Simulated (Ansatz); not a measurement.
CoSn (CoSn type, space group P6/mmm)

```xyz
6
Lattice="5.2940 0.0000 0.0000 -2.6470 4.5847 0.0000 0.0000 0.0000 4.2354" Properties=species:S:1:pos:R:3 pbc="T T T"
Co     2.6470     0.0000     0.0000
Co     1.3235     2.2924     0.0000
Co    -1.3235     2.2924     0.0000
Sn     0.0000     0.0000     0.0000
Sn     0.0000     3.0565     2.1177
Sn     2.6470     1.5282     2.1177
```

Scan: atom 1 (Co, nearest neighbour Sn at 2.612 Å; its periodic images, 4.2 Å or more away, move with it) is displaced along Cartesian x, direction (1.000, 0.000, 0.000) in Cartesian axes, by s. The other atoms stay.

All values below come from PBE (plane waves to 420 eV, PAW, scalar-relativistic; Ansatz, a quantum-chemistry and plane-wave program). k mesh 8×8×9 (Γ-centred), Fermi-Dirac smearing 0.05 eV. Energies are smeared free energies. Left out: 2 of 11 points, with atoms too close for the PAW data. With partly filled bands, energies and forces of such displacements shift with the k mesh and the smearing. CoSn is run without spin polarisation. CoSn was relaxed with its symmetry unable to fall. The zero of ΔE is the undisplaced structure.

Successive frames, forces in eV/Å:

```
frame         ΔE (meV/cell)               F on Co1                F on Co2                 F on Co3                F on Sn4                F on Sn5                 F on Sn6
------------  -------------  ---------------------  ----------------------  -----------------------  ----------------------  ----------------------  -----------------------
s = 0.000 Å               0  (0.000, 0.000, 0.000)   (0.000, 0.000, 0.000)    (0.000, 0.000, 0.000)   (0.000, 0.000, 0.000)   (0.000, 0.000, 0.000)    (0.000, 0.000, 0.000)
s = -0.156 Å             70  (0.945, 0.000, 0.000)  (-0.090, 0.412, 0.000)  (-0.090, -0.412, 0.000)  (-0.742, 0.000, 0.000)  (-0.012, 0.002, 0.000)  (-0.012, -0.002, 0.000)
s = -0.312 Å            329  (2.536, 0.000, 0.000)  (-0.223, 0.770, 0.000)  (-0.223, -0.770, 0.000)  (-2.025, 0.000, 0.000)  (-0.033, 0.020, 0.000)  (-0.033, -0.020, 0.000)
```

**Question.** What are the energy and the forces in the next frame, s = -0.468 Å?

**Answer.** ΔE (meV/cell) = 927.

```tsv
atom	Fx	Fy	Fz
Co1	5.408	0.000	0.000
Co2	-0.388	1.057	0.000
Co3	-0.388	-1.057	0.000
Sn4	-4.497	0.000	0.000
Sn5	-0.068	0.067	0.000
Sn6	-0.068	-0.067	0.000
```

(A displaced cell: forces are minus the slopes of the energy, force constants its curvatures, and phonons follow from these.)
